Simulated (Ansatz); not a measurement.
GaN:
```cif
data_Ga2N2
_chemical_formula_sum 'Ga2 N2'
_space_group_name_H-M_alt 'P63mc'
_space_group_IT_number 186
_space_group_name_Hall 'P 6c -2c'
_cell_length_a 3.18312
_cell_length_b 3.18312
_cell_length_c 5.18369
_cell_angle_alpha 90.000
_cell_angle_beta 90.000
_cell_angle_gamma 120.000
loop_
_atom_site_label
_atom_site_type_symbol
_atom_site_symmetry_multiplicity
_atom_site_Wyckoff_symbol
_atom_site_fract_x
_atom_site_fract_y
_atom_site_fract_z
_atom_site_occupancy
Ga1 Ga 2 b 0.66667 0.33333 0.00099 1
N1 N 2 b 0.33333 0.66667 0.12421 1
```

This is the r²SCAN-relaxed structure.

Q: All from DFT-r²SCAN in the program Ansatz with PAW potentials, unless another level is named. Estimate the electronic dielectric constant ε∞ (DFPT).

A: 5.37 (xx = yy), 5.55 (zz).

Q: What about the Bader charges?

A: Ga +1.66, N -1.66 e.

Q: Next, the static dielectric constant ε0 (ions relaxed, cell fixed)?

A: 9.56 (xx = yy), 10.6 (zz).

Q: And the Born charges (a third of the trace)?

A: Ga +2.68, N -2.68 e.

Space group P6_3mc (wurtzite). Symmetry was held in the r²SCAN relaxation; phonons on a q-mesh show no instability. Scalar-relativistic: spin–orbit coupling is off unless named, which matters more the heavier the elements.

Potentials: the later of the program's two PAW sets.
